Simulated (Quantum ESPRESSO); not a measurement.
# Zn4OS3: input and log of a self-consistent run

Computed values, not a measurement. The program is pw.x of Quantum ESPRESSO 7.5 (plane-wave density functional theory). The cell is made up: 8 atoms on a zincblende/diamond lattice, with randomly drawn elements, strain and displacements, not relaxed. PseudoDojo standard norm-conserving files (v0.5 for PBE, v0.4.1 for LDA and PBEsol) set the functional; there is no spin polarisation, spin-orbit coupling or dispersion term, and the masses in the input are unused placeholders.

Input:

```
&control calculation='scf', pseudo_dir='./dojo.nc.sr.pbe.v0_5.standard.upf', outdir='./o', disk_io='low', tprnfor=.true., tstress=.true. /
&system ibrav=0, nat=8, ntyp=3, nbnd=58, ecutwfc=84.00895049, nosym=.true., tot_charge=0,
 occupations='smearing', smearing='fd', degauss=0.0018374661
/
&electrons conv_thr=7.350e-09, electron_maxstep=60, /
ATOMIC_SPECIES
O 1.0 O.upf
S 1.0 S.upf
Zn 1.0 Zn.upf
CELL_PARAMETERS angstrom
5.3798 -0.0333 0.01
-0.0333 5.4049 0.0446
0.01 0.0446 5.4645
ATOMIC_POSITIONS angstrom
Zn -0.0523 0.0194 0.0736
Zn -0.095 2.6021 2.7544
Zn 2.7497 -0.011 2.6075
Zn 2.6555 2.7018 0.1212
O 1.4822 1.265 1.3741
S 1.2886 4.0173 4.1405
S 3.9795 1.4148 4.1713
S 3.9565 4.0034 1.513
K_POINTS automatic
4 4 4 1 1 1
```

The log is shortened where brackets say so; the opening notice, blank lines, dates and the lines on written files are dropped, and the path of the files is cut. It prints rydbergs, bohrs and kilobars, and counts compression as positive stress. With no partly filled state, the Fermi energy that it prints is only some level between the filled and the empty states on the mesh, and need not lie in the true gap.

```
     Program PWSCF v.7.5
     Parallel version (MPI & OpenMP), running on       4 processor cores
     Number of MPI processes:                 4
     Threads/MPI process:                     1
     [start-up lines left out]
     bravais-lattice index     =            0
     lattice parameter (alat)  =      10.1666  a.u.
     unit-cell volume          =    1072.1448 (a.u.)^3
     number of atoms/cell      =            8
     number of atomic types    =            3
     number of electrons       =       104.00
     number of Kohn-Sham states=           58
     kinetic-energy cutoff     =      84.0090  Ry
     charge density cutoff     =     336.0358  Ry
     scf convergence threshold =      7.3E-09
     mixing beta               =       0.7000
     number of iterations used =            8  plain     mixing
     Exchange-correlation= PBE
                           (   1   4   3   4   0   0   0)
     [axes and pseudopotential details left out]
   Cartesian axes
     site n.     atom                  positions (alat units)
         1        Zn     tau(   1) = (  -0.0097213   0.0036060   0.0136805  )
         2        Zn     tau(   2) = (  -0.0176583   0.4836696   0.5119786  )
         3        Zn     tau(   3) = (   0.5111050  -0.0020446   0.4846733  )
         4        Zn     tau(   4) = (   0.4935954   0.5022015   0.0225282  )
         5        O      tau(   5) = (   0.2755063   0.2351339   0.2554131  )
         6        S      tau(   6) = (   0.2395206   0.7467222   0.7696222  )
         7        S      tau(   7) = (   0.7396961   0.2629783   0.7753472  )
         8        S      tau(   8) = (   0.7354209   0.7441385   0.2812313  )
     number of k points=    32  Fermi-Dirac smearing, width (Ry)=  0.0018
                       cart. coord. in units 2pi/alat
        k(    1) = (   0.1255449   0.1241904   0.1218217), wk =   0.0625000
        k(    2) = (   0.1250748   0.1221563   0.3679693), wk =   0.0625000
     [further k points left out]
     Dense  grid:   111523 G-vectors     FFT dimensions: (  60,  60,  64)
     Estimated max dynamical RAM per process >     264.11 MB
     Estimated total dynamical RAM >     974.77 MB
     Initial potential from superposition of free atoms
     starting charge     103.9994, renormalised to     104.0000
     Starting wfcs are   56 randomized atomic wfcs +    2 random wfcs
     total cpu time spent up to now is        2.7 secs
     per-process dynamical memory:   188.6 Mb
     Self-consistent Calculation
     iteration #  1     ecut=    84.01 Ry     beta= 0.70
     Davidson diagonalization with overlap
     ethr =  1.00E-02,  avg # of iterations =  4.4
     total cpu time spent up to now is        8.0 secs
     total energy              =   -1771.15985198 Ry
     estimated scf accuracy    <       1.06174877 Ry
     iteration #  2     ecut=    84.01 Ry     beta= 0.70
     Davidson diagonalization with overlap
     ethr =  1.02E-03,  avg # of iterations =  6.8
     total cpu time spent up to now is       14.7 secs
     total energy              =   -1770.65150646 Ry
     estimated scf accuracy    <       5.88605619 Ry
     iteration #  3     ecut=    84.01 Ry     beta= 0.70
     Davidson diagonalization with overlap
     ethr =  1.02E-03,  avg # of iterations =  4.3
     total cpu time spent up to now is       20.5 secs
     total energy              =   -1771.69809663 Ry
     estimated scf accuracy    <       0.33081964 Ry
     iteration #  4     ecut=    84.01 Ry     beta= 0.70
     Davidson diagonalization with overlap
     ethr =  3.18E-04,  avg # of iterations =  2.0
     total cpu time spent up to now is       25.1 secs
     total energy              =   -1771.71944354 Ry
     estimated scf accuracy    <       0.04131412 Ry
     iteration #  5     ecut=    84.01 Ry     beta= 0.70
     Davidson diagonalization with overlap
     ethr =  3.97E-05,  avg # of iterations =  5.9
     total cpu time spent up to now is       30.5 secs
     total energy              =   -1771.72316270 Ry
     estimated scf accuracy    <       0.00241625 Ry
     iteration #  6     ecut=    84.01 Ry     beta= 0.70
     Davidson diagonalization with overlap
     ethr =  2.32E-06,  avg # of iterations =  6.5
     total cpu time spent up to now is       36.4 secs
     total energy              =   -1771.72378914 Ry
     estimated scf accuracy    <       0.00110341 Ry
     iteration #  7     ecut=    84.01 Ry     beta= 0.70
     Davidson diagonalization with overlap
     ethr =  1.06E-06,  avg # of iterations =  2.0
     total cpu time spent up to now is       41.0 secs
     total energy              =   -1771.72391484 Ry
     estimated scf accuracy    <       0.00008078 Ry
     iteration #  8     ecut=    84.01 Ry     beta= 0.70
     Davidson diagonalization with overlap
     ethr =  7.77E-08,  avg # of iterations =  2.7
     total cpu time spent up to now is       45.6 secs
     total energy              =   -1771.72393040 Ry
     estimated scf accuracy    <       0.00000160 Ry
     iteration #  9     ecut=    84.01 Ry     beta= 0.70
     Davidson diagonalization with overlap
     ethr =  1.54E-09,  avg # of iterations =  3.9
     total cpu time spent up to now is       51.7 secs
     total energy              =   -1771.72393106 Ry
     estimated scf accuracy    <       0.00000058 Ry
     iteration # 10     ecut=    84.01 Ry     beta= 0.70
     Davidson diagonalization with overlap
     ethr =  5.55E-10,  avg # of iterations =  2.0
     total cpu time spent up to now is       56.4 secs
     total energy              =   -1771.72393113 Ry
     estimated scf accuracy    <       0.00000007 Ry
     iteration # 11     ecut=    84.01 Ry     beta= 0.70
     Davidson diagonalization with overlap
     ethr =  6.43E-11,  avg # of iterations =  2.0
     total cpu time spent up to now is       61.6 secs
     End of self-consistent calculation
          k = 0.1255 0.1242 0.1218 ( 13920 PWs)   bands (ev):
  -118.6089-118.4824-118.4108-118.3871 -72.7804 -72.7715 -72.7531 -72.6496
   -72.6473 -72.6156 -72.6017 -72.5859 -72.5678 -72.5616 -72.5257 -72.5098
    -9.3197  -6.5680  -5.8317  -5.2495  -0.0569   0.0252   0.0787   0.1443
     0.2105   0.3320   0.3528   0.4139   0.4820   0.4971   0.5351   0.5742
     0.5868   0.5941   0.6551   0.6928   0.7105   0.7439   0.8085   0.8556
     2.1146   2.2270   2.3348   3.8821   3.9747   4.3773   4.4686   4.6182
     4.8292   5.2757   6.0378   6.1025   8.1934   9.9289  10.2984  10.7381
    10.8413  11.0871
     [levels at the other k points left out]
     the Fermi energy is     6.8550 ev
!    total energy              =   -1771.72393115 Ry
     estimated scf accuracy    <          2.3E-09 Ry
     smearing contrib. (-TS)   =      -0.00000000 Ry
     internal energy E=F+TS    =   -1771.72393115 Ry
     The total energy is F=E-TS. E is the sum of the following terms:
     one-electron contribution =   -1458.89182404 Ry
     hartree contribution      =     747.83607243 Ry
     xc contribution           =    -206.77894408 Ry
     ewald contribution        =    -853.88923544 Ry
     convergence has been achieved in  11 iterations
     Forces acting on atoms (cartesian axes, Ry/au):
     atom    1 type  3   force =     0.03979546    0.01216313    0.00497620
     atom    2 type  3   force =     0.05296421    0.00050372   -0.01121901
     atom    3 type  3   force =    -0.06618569    0.05167814    0.01912489
     atom    4 type  3   force =    -0.04226057   -0.03088373    0.01206043
     atom    5 type  1   force =    -0.01386357    0.00281236    0.00017998
     atom    6 type  2   force =    -0.00159262    0.01423772    0.00165652
     atom    7 type  2   force =    -0.00522683   -0.03742978    0.00737797
     atom    8 type  2   force =     0.03636961   -0.01308157   -0.03415699
     Total force =     0.139790     Total SCF correction =     0.000224
     Computing stress (Cartesian axis) and pressure
          total   stress  (Ry/bohr**3)                   (kbar)     P=      -43.74
  -0.00029736  -0.00002338  -0.00008826          -43.74       -3.44      -12.98
  -0.00002338  -0.00027782   0.00002675           -3.44      -40.87        3.94
  -0.00008826   0.00002675  -0.00031677          -12.98        3.94      -46.60
     init_run     :      2.49s CPU      2.61s WALL (       1 calls)
     electrons    :     58.44s CPU     58.98s WALL (       1 calls)
     forces       :      0.93s CPU      0.93s WALL (       1 calls)
     stress       :      3.01s CPU      3.01s WALL (       1 calls)
     [timing details left out]
     PWSCF        :   1m 4.96s CPU   1m 5.65s WALL
     JOB DONE.
```

In other units: free energy -24105.532 eV for the cell, pressure -4.37 GPa, largest force component 1.702 eV/Å. A rerun of this cell at 1437 eV and a 6 x 6 x 6 mesh moved values by no more than 0.002 eV in energy, 0.02 GPa in stress and 0.002 eV/Å in force.